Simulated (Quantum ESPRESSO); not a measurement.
Hf3AlO7F, finding a planted mistake in a log

A calculation, not a measurement. The program is pw.x of Quantum ESPRESSO 7.5 (plane-wave density functional theory). The cell is made up: 12 atoms on a rutile lattice, with randomly drawn elements, strain and displacements, not relaxed. PseudoDojo standard norm-conserving files (v0.5 for PBE, v0.4.1 for LDA and PBEsol) set the functional; there is no spin polarisation, spin-orbit coupling or dispersion term, and the masses in the input are unused placeholders.

The hafnium pseudopotential is less sure than the others, with forces about 3 percent (worst 6) and pressure in oxides about 1.5 GPa (worst 2.7) from a second method in checks, which no rerun with the same files tests.

Intended input:

```
&control calculation='scf', pseudo_dir='./dojo.nc.sr.pbe.v0_5.standard.upf', outdir='./o', disk_io='low', tprnfor=.true., tstress=.true. /
&system ibrav=0, nat=12, ntyp=4, nbnd=50, ecutwfc=84.00895049, nosym=.true., tot_charge=0,
 occupations='smearing', smearing='fd', degauss=0.0018374661
/
&electrons conv_thr=7.350e-09, electron_maxstep=60, /
ATOMIC_SPECIES
Al 1.0 Al.upf
F 1.0 F.upf
Hf 1.0 Hf.upf
O 1.0 O.upf
CELL_PARAMETERS angstrom
4.8932 -0.0053 0.0104
-0.0053 4.7423 -0.0667
0.0138 -0.0882 6.2535
ATOMIC_POSITIONS angstrom
Hf 0.0455 -0.0292 -0.0225
Hf 2.4372 2.2967 1.5644
Al 0.0736 -0.0736 3.1045
Hf 2.4353 2.2679 4.6748
O 1.4646 1.4038 -0.0152
F 3.4451 3.2629 -0.0226
O 3.8874 0.8728 1.5441
O 0.9663 3.7937 1.4872
O 1.4778 1.3534 3.1156
O 3.4052 3.2901 3.065
O 4.0383 0.8548 4.703
O 0.9599 3.7412 4.5941
K_POINTS automatic
5 5 4 1 1 1
```

The log is shortened where brackets say so; the opening notice, blank lines, dates and the lines on written files are dropped, and the path of the files is cut. It prints rydbergs, bohrs and kilobars, and counts compression as positive stress. Where no state is partly filled, the Fermi energy that it prints is only some level between the filled and the empty states on the mesh, and need not lie in the true gap.

Log of the intended run:

```
     Program PWSCF v.7.5
     Parallel version (MPI & OpenMP), running on       4 processor cores
     Number of MPI processes:                 4
     Threads/MPI process:                     1
     [start-up lines left out]
     bravais-lattice index     =            0
     lattice parameter (alat)  =       9.2468  a.u.
     unit-cell volume          =     979.0684 (a.u.)^3
     number of atoms/cell      =           12
     number of atomic types    =            4
     number of electrons       =        88.00
     number of Kohn-Sham states=           50
     kinetic-energy cutoff     =      84.0090  Ry
     charge density cutoff     =     336.0358  Ry
     scf convergence threshold =      7.3E-09
     mixing beta               =       0.7000
     number of iterations used =            8  plain     mixing
     Exchange-correlation= PBE
                           (   1   4   3   4   0   0   0)
     [axes and pseudopotential details left out]
   Cartesian axes
     site n.     atom                  positions (alat units)
         1        Hf     tau(   1) = (   0.0092986  -0.0059674  -0.0045982  )
         2        Hf     tau(   2) = (   0.4980775   0.4693643   0.3197081  )
         3        Al     tau(   3) = (   0.0150412  -0.0150412   0.6344501  )
         4        Hf     tau(   4) = (   0.4976893   0.4634786   0.9553639  )
         5        O      tau(   5) = (   0.2993125   0.2868871  -0.0031063  )
         6        F      tau(   6) = (   0.7040567   0.6668214  -0.0046186  )
         7        O      tau(   7) = (   0.7944472   0.1783695   0.3155595  )
         8        O      tau(   8) = (   0.1974776   0.7752982   0.3039311  )
         9        O      tau(   9) = (   0.3020101   0.2765871   0.6367185  )
        10        O      tau(  10) = (   0.6959025   0.6723802   0.6263777  )
        11        O      tau(  11) = (   0.8252858   0.1746909   0.9611270  )
        12        O      tau(  12) = (   0.1961696   0.7645691   0.9388717  )
     number of k points=    50  Fermi-Dirac smearing, width (Ry)=  0.0018
                       cart. coord. in units 2pi/alat
        k(    1) = (   0.0999031   0.1046873   0.0990656), wk =   0.0400000
        k(    2) = (   0.0994902   0.1074388   0.2947243), wk =   0.0400000
     [further k points left out]
     Dense  grid:   101817 G-vectors     FFT dimensions: (  54,  54,  72)
     Estimated max dynamical RAM per process >     298.01 MB
     Estimated total dynamical RAM >       1.09 GB
     Initial potential from superposition of free atoms
     starting charge      87.9920, renormalised to      88.0000
     Starting wfcs are   66 randomized atomic wfcs
     total cpu time spent up to now is        7.2 secs
     per-process dynamical memory:   227.7 Mb
     Self-consistent Calculation
     iteration #  1     ecut=    84.01 Ry     beta= 0.70
     Davidson diagonalization with overlap
     ethr =  1.00E-02,  avg # of iterations =  2.0
     total cpu time spent up to now is       19.1 secs
     total energy              =    -623.54952078 Ry
     estimated scf accuracy    <       4.00890414 Ry
     iteration #  2     ecut=    84.01 Ry     beta= 0.70
     Davidson diagonalization with overlap
     ethr =  4.56E-03,  avg # of iterations =  3.6
     total cpu time spent up to now is       35.3 secs
     total energy              =    -623.74548032 Ry
     estimated scf accuracy    <       8.12332409 Ry
     [iterations 3 to 12 left out]
     iteration # 13     ecut=    84.01 Ry     beta= 0.70
     Davidson diagonalization with overlap
     ethr =  2.85E-10,  avg # of iterations =  2.0
     total cpu time spent up to now is      196.2 secs
     total energy              =    -625.50790889 Ry
     estimated scf accuracy    <       0.00000001 Ry
     iteration # 14     ecut=    84.01 Ry     beta= 0.70
     Davidson diagonalization with overlap
     ethr =  1.53E-11,  avg # of iterations =  4.1
     total cpu time spent up to now is      213.1 secs
     End of self-consistent calculation
     [lines on levels left out]
     the Fermi energy is    10.4253 ev
!    total energy              =    -625.50790889 Ry
     estimated scf accuracy    <          2.0E-09 Ry
     smearing contrib. (-TS)   =       0.00000000 Ry
     internal energy E=F+TS    =    -625.50790889 Ry
     The total energy is F=E-TS. E is the sum of the following terms:
     one-electron contribution =    -183.58951307 Ry
     hartree contribution      =     138.45006721 Ry
     xc contribution           =    -157.95077831 Ry
     ewald contribution        =    -422.41768472 Ry
     convergence has been achieved in  14 iterations
     Forces acting on atoms (cartesian axes, Ry/au):
     atom    1 type  3   force =     0.03889010    0.07493226    0.01594817
     atom    2 type  3   force =    -0.02939197   -0.03359338    0.14385790
     atom    3 type  1   force =    -0.01950985    0.00265261    0.00485711
     atom    4 type  3   force =    -0.02529138   -0.04982356   -0.16209275
     atom    5 type  4   force =     0.03240381    0.03176358   -0.01598844
     atom    6 type  2   force =    -0.00556035    0.00109493    0.00382635
     atom    7 type  4   force =     0.02876646   -0.01933570    0.00901372
     atom    8 type  4   force =    -0.01354983    0.00267420    0.02935858
     atom    9 type  4   force =    -0.00465133   -0.00833572    0.00209062
     atom   10 type  4   force =     0.01957664    0.00536396    0.02114331
     atom   11 type  4   force =    -0.03014776    0.00777921   -0.02868401
     atom   12 type  4   force =     0.00846546   -0.01517239   -0.02333058
     Total force =     0.261086     Total SCF correction =     0.000061
     Computing stress (Cartesian axis) and pressure
          total   stress  (Ry/bohr**3)                   (kbar)     P=       11.14
  -0.00010911   0.00021621   0.00006730          -16.05       31.81        9.90
   0.00021621   0.00008308   0.00016772           31.81       12.22       24.67
   0.00006730   0.00016772   0.00025314            9.90       24.67       37.24
     init_run     :      6.36s CPU      6.77s WALL (       1 calls)
     electrons    :    204.45s CPU    205.89s WALL (       1 calls)
     forces       :      2.99s CPU      3.02s WALL (       1 calls)
     stress       :     10.14s CPU     10.55s WALL (       1 calls)
     [timing details left out]
     PWSCF        :   3m44.52s CPU   3m46.88s WALL
     JOB DONE.
```

A second run was made from an input with one planted mistake. Its log:

```
     Program PWSCF v.7.5
     Parallel version (MPI & OpenMP), running on       4 processor cores
     Number of MPI processes:                 4
     Threads/MPI process:                     1
     [start-up lines left out]
     bravais-lattice index     =            0
     lattice parameter (alat)  =       9.2468  a.u.
     unit-cell volume          =     979.0684 (a.u.)^3
     number of atoms/cell      =           12
     number of atomic types    =            4
     number of electrons       =        88.00
     number of Kohn-Sham states=           50
     kinetic-energy cutoff     =      51.4491  Ry
     charge density cutoff     =     205.7962  Ry
     scf convergence threshold =      7.3E-09
     mixing beta               =       0.7000
     number of iterations used =            8  plain     mixing
     Exchange-correlation= PBE
                           (   1   4   3   4   0   0   0)
     [axes and pseudopotential details left out]
   Cartesian axes
     site n.     atom                  positions (alat units)
         1        Hf     tau(   1) = (   0.0092986  -0.0059674  -0.0045982  )
         2        Hf     tau(   2) = (   0.4980775   0.4693643   0.3197081  )
         3        Al     tau(   3) = (   0.0150412  -0.0150412   0.6344501  )
         4        Hf     tau(   4) = (   0.4976893   0.4634786   0.9553639  )
         5        O      tau(   5) = (   0.2993125   0.2868871  -0.0031063  )
         6        F      tau(   6) = (   0.7040567   0.6668214  -0.0046186  )
         7        O      tau(   7) = (   0.7944472   0.1783695   0.3155595  )
         8        O      tau(   8) = (   0.1974776   0.7752982   0.3039311  )
         9        O      tau(   9) = (   0.3020101   0.2765871   0.6367185  )
        10        O      tau(  10) = (   0.6959025   0.6723802   0.6263777  )
        11        O      tau(  11) = (   0.8252858   0.1746909   0.9611270  )
        12        O      tau(  12) = (   0.1961696   0.7645691   0.9388717  )
     number of k points=    50  Fermi-Dirac smearing, width (Ry)=  0.0018
                       cart. coord. in units 2pi/alat
        k(    1) = (   0.0999031   0.1046873   0.0990656), wk =   0.0400000
        k(    2) = (   0.0994902   0.1074388   0.2947243), wk =   0.0400000
     [further k points left out]
     Dense  grid:    48805 G-vectors     FFT dimensions: (  45,  45,  54)
     Estimated max dynamical RAM per process >     148.03 MB
     Estimated total dynamical RAM >     556.38 MB
     Check: negative core charge=   -0.000109
     Initial potential from superposition of free atoms
     starting charge      87.9920, renormalised to      88.0000
     Starting wfcs are   66 randomized atomic wfcs
     total cpu time spent up to now is        4.0 secs
     per-process dynamical memory:   114.9 Mb
     Self-consistent Calculation
     iteration #  1     ecut=    51.45 Ry     beta= 0.70
     Davidson diagonalization with overlap
     ethr =  1.00E-02,  avg # of iterations =  2.0
     total cpu time spent up to now is       10.6 secs
     total energy              =    -623.39642318 Ry
     estimated scf accuracy    <       3.71670142 Ry
     iteration #  2     ecut=    51.45 Ry     beta= 0.70
     Davidson diagonalization with overlap
     ethr =  4.22E-03,  avg # of iterations =  3.5
     total cpu time spent up to now is       19.3 secs
     total energy              =    -623.63533380 Ry
     estimated scf accuracy    <       7.17718645 Ry
     [iterations 3 to 12 left out]
     iteration # 13     ecut=    51.45 Ry     beta= 0.70
     Davidson diagonalization with overlap
     ethr =  4.02E-10,  avg # of iterations =  2.0
     total cpu time spent up to now is      109.3 secs
     total energy              =    -625.18733103 Ry
     estimated scf accuracy    <       0.00000001 Ry
     iteration # 14     ecut=    51.45 Ry     beta= 0.70
     Davidson diagonalization with overlap
     ethr =  1.14E-11,  avg # of iterations =  4.9
     total cpu time spent up to now is      118.9 secs
     End of self-consistent calculation
     [lines on levels left out]
     the Fermi energy is    10.4432 ev
!    total energy              =    -625.18733103 Ry
     estimated scf accuracy    <          2.7E-09 Ry
     smearing contrib. (-TS)   =       0.00000000 Ry
     internal energy E=F+TS    =    -625.18733103 Ry
     The total energy is F=E-TS. E is the sum of the following terms:
     one-electron contribution =    -182.97546112 Ry
     hartree contribution      =     138.03892741 Ry
     xc contribution           =    -157.83311259 Ry
     ewald contribution        =    -422.41768472 Ry
     convergence has been achieved in  14 iterations
     Forces acting on atoms (cartesian axes, Ry/au):
     atom    1 type  3   force =     0.03887310    0.07486304    0.01606243
     atom    2 type  3   force =    -0.02924476   -0.03376982    0.14393669
     atom    3 type  1   force =    -0.01957064    0.00263315    0.00475777
     atom    4 type  3   force =    -0.02537474   -0.04977248   -0.16195549
     atom    5 type  4   force =     0.03325918    0.03251075   -0.01563605
     atom    6 type  2   force =    -0.00654349    0.00035688    0.00345900
     atom    7 type  4   force =     0.02869428   -0.02036234    0.00965892
     atom    8 type  4   force =    -0.01486840    0.00360067    0.02906914
     atom    9 type  4   force =    -0.00333549   -0.00682447    0.00265959
     atom   10 type  4   force =     0.01906063    0.00393427    0.02035989
     atom   11 type  4   force =    -0.02965277    0.00689116   -0.02889923
     atom   12 type  4   force =     0.00870312   -0.01406081   -0.02347266
     Total force =     0.261089     Total SCF correction =     0.000091
     Computing stress (Cartesian axis) and pressure
          total   stress  (Ry/bohr**3)                   (kbar)     P=     -241.84
  -0.00182674   0.00023046   0.00006614         -268.72       33.90        9.73
   0.00023046  -0.00164364   0.00016422           33.90     -241.79       24.16
   0.00006614   0.00016422  -0.00146164            9.73       24.16     -215.01
     init_run     :      3.69s CPU      3.90s WALL (       1 calls)
     electrons    :    113.96s CPU    114.85s WALL (       1 calls)
     forces       :      1.42s CPU      1.43s WALL (       1 calls)
     stress       :      4.81s CPU      4.82s WALL (       1 calls)
     [timing details left out]
     PWSCF        :   2m 4.09s CPU   2m 5.26s WALL
     JOB DONE.
```

Question: what was wrong in the second input?

Answer: the plane-wave cutoff is too low. The input lines that differ, file-writing options aside:

```
- &system ibrav=0, nat=12, ntyp=4, nbnd=50, ecutwfc=84.00895049, nosym=.true., tot_charge=0,
+ &system ibrav=0, nat=12, ntyp=4, nbnd=50, ecutwfc=51.44905105, nosym=.true., tot_charge=0,
```

|  | intended run | run with the mistake |
| --- | --- | --- |
| free energy (eV) | -8510.469 | -8506.107 |
| smearing term -TS (eV) | 0.0000 | 0.0000 |
| pressure (GPa) | 1.11 | -24.18 |
| largest force component (eV/Å) | 4.168 | 4.164 |
| largest change of a force component (eV/Å) |  | 0.039 |
| iterations | 14 | 14 |

For scale, a rerun of the intended cell at a cutoff of 1437 eV and k mesh 7 x 7 x 6 moved values by no more than 0.004 eV in energy, 0.03 GPa in stress and 0.003 eV/Å in force.